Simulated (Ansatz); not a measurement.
Exchange in KVF$_{3}$ by functional

```xyz
10
Lattice="8.2620 0.0000 0.0000 0.0000 4.1310 0.0000 0.0000 0.0000 4.1310" Properties=species:S:1:pos:R:3 pbc="T T T"
K     0.0000    0.0000    0.0000
V     2.0655    2.0655    2.0655
F     2.0655    2.0655    0.0000
F     0.0000    2.0655    2.0655
F     2.0655    0.0000    2.0655
K     4.1310    0.0000    0.0000
V     6.1965    2.0655    2.0655
F     6.1965    2.0655    0.0000
F     4.1310    2.0655    2.0655
F     6.1965    0.0000    2.0655
```

The same starts (parallel, antiparallel patterns that fit this cell, and no moments) were run with plane-wave PAW DFT (Ansatz 0.2.0; atoms fixed, collinear spin, no spin-orbit coupling; 4×7×7 Γ-centred mesh, fermi-dirac occupations of width 0.050 eV) at these levels: r2SCAN, 500 eV; r2SCAN with U_eff = 1.0 eV on V d (all-electron-ortho-atomic projectors), 500 eV.

Question: How do order, exchange and moments depend on the level?

Answer: The runs give, at zero smearing:

```tsv
level	lowest state	mean moment on V (μB)	parallel less best compensated antiparallel (meV per V)	gain over no moments (meV per V)
r2SCAN	antiparallel, compensated	2.25	+16	2492
r2SCAN + U	antiparallel, compensated	2.26	+12	3180
```

Site moments are taken in small spheres that don't touch (radius about 0.4 of the atom's shortest bond), so those of the magnetic atoms read low. Both levels favour antiparallel moments: the difference runs from +12 to +16 meV per V. The U weakens the coupling, as expected where exchange goes by hopping and scales with the inverse of the on-site repulsion.

The cell is that of a Crystallography Open Database entry, unchanged but doubled along one cell vector so that moments can oppose.

Caveats: only orders that fit this cell were tried, so the true order may need a larger cell or canted moments; atoms and cell are held at the entry's values; differences under about 5 meV per magnetic atom weren't tested against a denser mesh or another U, and are taken as unresolved; the U is a value in common use, not computed for this crystal; the state without moments isn't the paramagnet, so the last column is no ordering energy, and a U inflates it.
